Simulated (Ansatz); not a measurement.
## Rb$_{2}$NaYF$_{6}$: the gap from level to level

A database entry relaxed whole under r2SCAN at zero pressure (Fm-3m, No. 225):

```yaml
crystal:
  lattice:
    - [0.00000, 4.41344, 4.41344]
    - [4.41344, 0.00000, 4.41344]
    - [4.41344, 4.41344, 0.00000]
  atoms:
    - { symbol: Rb, position: [0.25000, 0.25000, 0.25000] }
    - { symbol: Rb, position: [0.75000, 0.75000, 0.75000] }
    - { symbol: Na, position: [0.50000, 0.50000, 0.50000] }
    - { symbol: Y, position: [0.00000, 0.00000, 0.00000] }
    - { symbol: F, position: [0.75524, 0.24476, 0.24476] }
    - { symbol: F, position: [0.24476, 0.75524, 0.24476] }
    - { symbol: F, position: [0.24476, 0.75524, 0.75524] }
    - { symbol: F, position: [0.75524, 0.24476, 0.75524] }
    - { symbol: F, position: [0.24476, 0.24476, 0.75524] }
    - { symbol: F, position: [0.75524, 0.75524, 0.24476] }
```

Its volume is 17.19 Å³ an atom, -2.3 % against the entry's 17.59, a cell as deposited in COD (1970).

Single points on this cell with plane-wave PAW DFT (Ansatz 0.2.0; r2SCAN 500 eV, hybrids 420 eV; fermi-dirac occupations of width 0.020 eV; no moments): r2SCAN on a 6×6×6 Γ-centred mesh; HSE06 on a 4×4×4 Γ-centred mesh; PBE0 on a 4×4×4 Γ-centred mesh.

**Question.** How do gap, pressure and charges move from level to level?

**Answer.** The runs give:

```json
{"level": "r2SCAN", "gap (eV), or kind": "7.60", "pressure (GPa)": "0.0", "Bader charge of Rb (e)": "+0.91", "Bader charge of Na (e)": "+0.90", "Bader charge of Y (e)": "+2.35", "Bader charge of F (e)": "-0.84"}
{"level": "HSE06", "gap (eV), or kind": "8.85", "pressure (GPa)": "0.8", "Bader charge of Rb (e)": "+0.91", "Bader charge of Na (e)": "+0.90", "Bader charge of Y (e)": "+2.37", "Bader charge of F (e)": "-0.85"}
{"level": "PBE0", "gap (eV), or kind": "9.62", "pressure (GPa)": "0.8", "Bader charge of Rb (e)": "+0.91", "Bader charge of Na (e)": "+0.90", "Bader charge of Y (e)": "+2.38", "Bader charge of F (e)": "-0.85"}
```

Under r2SCAN the gap is 7.60 eV, over mesh and band path. HSE06 moves it by +1.24 eV and PBE0 by +2.01 eV; PBE0 keeps its exact exchange at long range, which widens the gap over HSE06's by 0.77 eV on their common mesh.

Caveats: the relaxation kept the start's symmetry; HSE06 is read on its mesh and at the zone's corners, PBE0 on its mesh alone; hybrid pressures are good to a few tenths of a GPa; pressure is positive in compression.
